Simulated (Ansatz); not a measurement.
## Relaxing a structure of P2W

The start is a relaxed P2W cell deformed by the Cartesian strain tensor (xx, yy, zz, yz, xz, xy) = (-0.036, 0.019, -0.019, 0.010, 0.053, 0.052). A full variable-cell relaxation at zero pressure is run with PBEsol (plane waves to 420 eV, PAW, scalar-relativistic; Ansatz, a program for electronic structure). The first steps use a coarse 8×8×4 k-mesh.

Starting cell:
```yaml
crystal:
  lattice:
    - [3.99437, -1.38385, 0.20837]
    - [4.15805, 1.82361, 0.23985]
    - [-3.16107, -0.12409, 6.18497]
  atoms:
    - { symbol: P, position: [0.13859, 0.13859, 0.02466] }
    - { symbol: P, position: [0.86141, 0.86141, 0.97534] }
    - { symbol: P, position: [0.39878, 0.39878, 0.60058] }
    - { symbol: P, position: [0.60122, 0.60122, 0.39942] }
    - { symbol: W, position: [0.84240, 0.84240, 0.29383] }
    - { symbol: W, position: [0.15760, 0.15760, 0.70617] }
```

- Initial pressure = +16 GPa (positive: the cell is compressed)
- Largest initial force = about 1.9 eV/Å, on P1, P2 (atoms numbered as listed)
- Energy released = 0.22 eV/atom
- Volume change = +4.4 %, from 13.82 to 14.42 Å³/atom
- Relative to the parent = The parent structure is recovered, C2/m (No. 12)
- Band gap at the end = zero (metallic)
- Optimiser moves = 12

Final values are on a 16×16×7 k-mesh of the relaxed cell. No spin polarisation in the result.

The run could not lose the symmetry of its start.
